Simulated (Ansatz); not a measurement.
Re (hcp (Mg type), space group No. 194) under volume change, plane-wave PAW LDA (Ansatz code), shape and atoms relaxed at each volume.

| V (Å³/atom) | E − E(relaxed) (meV/atom) | P (GPa) |
|---|---|---|
| 13.044 | 173.7 | 46.89 |
| 13.474 | 72.9 | 28.69 |
| 13.904 | 17.2 | 13.19 |
| 14.334 | 0.0 | 0.01 |
| 14.764 | 15.4 | -11.21 |
| 15.195 | … | … |
| 15.625 | … | … |

Fill in the missing entries.


- 15.625, E − E(relaxed) (meV/atom): 125.4
- 15.625, P (GPa): -28.81
- 15.195, E − E(relaxed) (meV/atom): 58.7
- 15.195, P (GPa): -20.73

What does a third-order Birch–Murnaghan fit give for V₀, B₀ and B′?

V₀ = 14.33 Å³/atom, B₀ = 404 GPa, B′ = 4.4.

Space group P6_3/mmc (hcp (Mg type)). The cell was relaxed with LDA under the symmetry of its start; of distortions, only those at the zone centre were tested. No spin polarisation was allowed. Scalar-relativistic: spin–orbit coupling is off unless named, which matters more the heavier the elements.

Potentials: the earlier of the program's two PAW sets.
